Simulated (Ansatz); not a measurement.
# (001) slab of diamond Ge, 9.9 Å thick as cut, ended by H

Ansatz, PAW, plane waves, no spin–orbit coupling unless named; atoms relaxed with PBEsol, the curve by HSE06. The curve holds the local part of the PAW potentials, so its shape inside matter depends on the files.

```yaml
crystal:
  lattice:
    - [2.83780, 2.83780, 0.00000]
    - [-2.83780, 2.83780, 0.00000]
    - [0.00000, 0.00000, 25.43229]
  atoms:
    - { symbol: Ge, position: [0.00034, 0.99992, 0.30704] }
    - { symbol: Ge, position: [0.00016, 0.99654, 0.52756] }
    - { symbol: Ge, position: [0.50038, 0.99652, 0.36129] }
    - { symbol: Ge, position: [0.50025, 0.99709, 0.58295] }
    - { symbol: Ge, position: [0.00024, 0.49651, 0.47209] }
    - { symbol: Ge, position: [0.00092, 0.49672, 0.69258] }
    - { symbol: Ge, position: [0.50016, 0.49657, 0.41669] }
    - { symbol: Ge, position: [0.50086, 0.49710, 0.63834] }
    - { symbol: H, position: [0.00013, 0.69926, 0.26955] }
    - { symbol: H, position: [0.00000, 0.30749, 0.27099] }
    - { symbol: H, position: [0.99987, 0.19236, 0.72931] }
    - { symbol: H, position: [0.00068, 0.80090, 0.72935] }
```

Planar mean of the electrostatic potential energy along the normal, from the vacuum level:

```
z (Å)  v (eV)
 0.00    0.00
 0.28    0.00
 0.71    0.00
 0.99    0.00
 1.41    0.00
 1.70    0.00
 1.98    0.00
 2.40    0.00
 2.68    0.00
 2.97    0.00
 3.39    0.00
 3.67    0.00
 4.10    0.00
 4.38    0.00
 4.66    0.00
 5.09   -0.02
 5.37   -0.05
 5.79   -0.19
 6.08   -0.48
 6.36   -1.18
 6.78   -4.59
 7.06   -5.83
 7.49   -7.24
 7.77   -8.28
 8.05   -8.29
 8.48   -7.90
 8.76   -8.08
 9.04   -8.67
 9.47   -8.35
 9.75   -7.75
10.17   -7.94
10.46   -8.61
10.74   -8.61
11.16   -7.73
11.44   -7.73
11.87   -8.62
12.15   -8.61
12.43   -7.93
12.86   -7.72
13.14   -8.32
13.42   -8.73
13.85   -7.93
14.13   -7.69
14.55   -8.33
14.84   -8.73
15.12   -8.29
15.54   -7.70
15.82   -8.00
16.25   -8.78
16.53   -8.37
16.81   -7.93
17.24   -8.07
17.52   -8.40
17.80   -7.82
18.23   -6.01
18.51   -5.44
18.93   -1.87
19.22   -0.75
19.50   -0.30
19.92   -0.08
20.20   -0.03
20.63   -0.01
20.91    0.00
21.19    0.00
21.62    0.00
21.90    0.00
22.32    0.00
22.61    0.00
22.89    0.00
23.31    0.00
23.60    0.00
23.88    0.00
24.30    0.00
24.58    0.00
25.01    0.00
25.29    0.00
```

Question: How far below the vacuum level do the top filled and the lowest empty level lie, by each functional?

Answer: PBEsol: 4.60 and 3.60 eV (gap 1.00 eV, a 6×6×1 mesh); HSE06: 4.94 and 3.16 eV (gap 1.78 eV, a 4×4×1 mesh). Either level can be a surface state and not a band edge of the crystal.
